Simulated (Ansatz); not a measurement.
YRh (CsCl type, Pm-3m) under volume change, DFT-r²SCAN in the program Ansatz with PAW potentials, scaled uniformly.

| V (Å³/atom) | E − E(relaxed) (meV/atom) | P (GPa) |
|---|---|---|
| 18.144 | 69.4 | 13.46 |
| 18.742 | 29.1 | 8.24 |
| 19.340 | 6.9 | 3.79 |
| 19.938 | 0.0 | 0.00 |
| 20.536 | 6.2 | -3.24 |
| 21.134 | 23.6 | -6.00 |
| 21.732 | 50.5 | -8.36 |

### Question
What does a third-order Birch–Murnaghan fit give for V₀, B₀ and B′?

### Answer
V₀ = 19.94 Å³/atom, B₀ = 117 GPa, B′ = 4.3.

The workflow started from an entry of the Crystallography Open Database (COD). Its standing as an ambient phase is unchecked. The r²SCAN relaxation kept the symmetry of its start; whether a distortion lowers the energy is not shown. The run is not spin-polarised.

Potentials: the later of the program's two PAW sets.
